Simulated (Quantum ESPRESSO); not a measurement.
**Kohn-Sham bands of HfPbO3 (cubic perovskite)**

```xyz
5
Lattice="4.1555 0.0000 0.0000 0.0000 4.1555 0.0000 0.0000 0.0000 4.1555" Properties=species:S:1:pos:R:3 pbc="T T T"
Hf     2.0777     2.0777     2.0777
Pb     0.0000     0.0000     0.0000
O      0.0000     2.0777     2.0777
O      2.0777     0.0000     2.0777
O      2.0777     2.0777     0.0000
```

Materials Project entry mp-22535; symmetrised, unrelaxed at this level. Not found in the COD (Crystallography Open Database) copy used, which has the formula in other groups; not checked further. Level: PBEsol, no spin polarisation, no spin-orbit coupling; pw.x of Quantum ESPRESSO at 68 Ry with PseudoDojo potentials, 6×6×6 k-points, Wannier90. Density: 8×8×8 mesh, cold smearing 0.01 Ry. Spin-orbit coupling is left out although heavy elements are present.

Energies are relative to the valence-band maximum; weights are on the orthonormalised atomic waves of the pseudopotential files, averaged over the group. 44 electrons a cell are treated as valence.

```
bands  from (eV)  to (eV)  filling  weight on atomic waves
-----  ---------  -------  -------  ----------------------
1         -59.87   -59.87   filled                     [?]
2–4       -28.78   -28.64   filled                     [?]
5–12      -16.94   -14.94   filled                     [?]
13         -7.33    -5.95   filled                     [?]
14–22      -4.54     0.00   filled                     [?]
23–28       2.33     7.95    empty                     [?]
```

**Question.** Which atomic shells make up each group?

**Answer.** 
- 1, weight on atomic waves: Hf 5s 97 %
- 2–4, weight on atomic waves: Hf 5p 96 %
- 5–12, weight on atomic waves: Pb 5d 62 %, O 2s 31 %
- 13, weight on atomic waves: Pb 6s 71 %, O 2p 15 %, Hf 5d 9 %
- 14–22, weight on atomic waves: O 2p 80 %, Hf 5d 9 %, Pb 6p 5 %
- 23–28, weight on atomic waves: Pb 6p 39 %, Hf 5d 39 %, O 2p 17 %

The Kohn-Sham gap over both meshes and the path is 2.33 eV.
